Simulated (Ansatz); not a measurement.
One crystal and one scan (energy over volume and axial ratio) at two levels, PBE-D3(BJ) (plane waves to 420 eV, PAW, scalar-relativistic; Ansatz, a quantum-chemistry and plane-wave program) and r2SCAN+rVV10 (plane waves to 500 eV, PAW, scalar-relativistic; Ansatz), each from its own relaxed cell and on its own mesh. The cell shown is that of PBE-D3(BJ).

SnO (litharge type, space group P4/nmm)

```
CELL_PARAMETERS angstrom
      3.83618     0.00000     0.00000
      0.00000     3.83618     0.00000
      0.00000     0.00000     4.75736
ATOMIC_POSITIONS crystal
  Sn 0.50000 0.00000 0.24343
  Sn 0.00000 0.50000 0.75657
  O  0.00000 0.00000 0.00000
  O  0.50000 0.50000 0.00000
```

Two coordinates are scanned: the volume, and the ratio of the stretch along z (the conventional c axis) to the stretch across it. Atoms keep their fractional coordinates.

E stands for the smeared free energy. SnO was relaxed with its symmetry unable to fall. The PAW data are Ansatz's earlier set. As the atoms are clamped, bonds stretch with the cell, which overstates energies and stresses. With partly filled bands, the response to shear is sensitive to the k mesh, so small differences along c/a are uncertain. Percentages come from the unrounded values. Both scans cover V/V₀ from 0.960 to 1.040 and (c/a)/(c/a)₀ from 0.880 to 1.120.

```
quantity                                                                                      PBE-D3(BJ)  r2SCAN+rVV10  PBE-D3(BJ) − r2SCAN+rVV10
--------------------------------------------------------------------------------------------  ----------  ------------  -------------------------
Lattice constant a (Å)                                                                             3.836         3.793            +0.043 (+1.1 %)
Lattice constant c (Å)                                                                             4.757         4.764            -0.007 (-0.1 %)
Relaxed volume (Å³/atom)                                                                           17.50         17.13             +0.37 (+2.2 %)
Modulus against c/a change at fixed volume, (3/4V)·∂²E/∂(ln c/a)² (fit, atoms clamped) (GPa)          37            42                 -5 (-12 %)
```

PBE-D3(BJ) gives the higher value for: lattice constant a; relaxed volume. PBE-D3(BJ) gives the lower value for: modulus against c/a change at fixed volume. They agree on: lattice constant c (within 0.2 %). (PBE-D3(BJ)) At this level the bands of SnO touch or barely overlap; measurements give the solid a gap. (r2SCAN+rVV10) At this level the bands of SnO touch or barely overlap; measurements give the solid a gap.

(A scan under strain: stresses follow from slopes of the energy per volume, elastic moduli from its curvatures.)
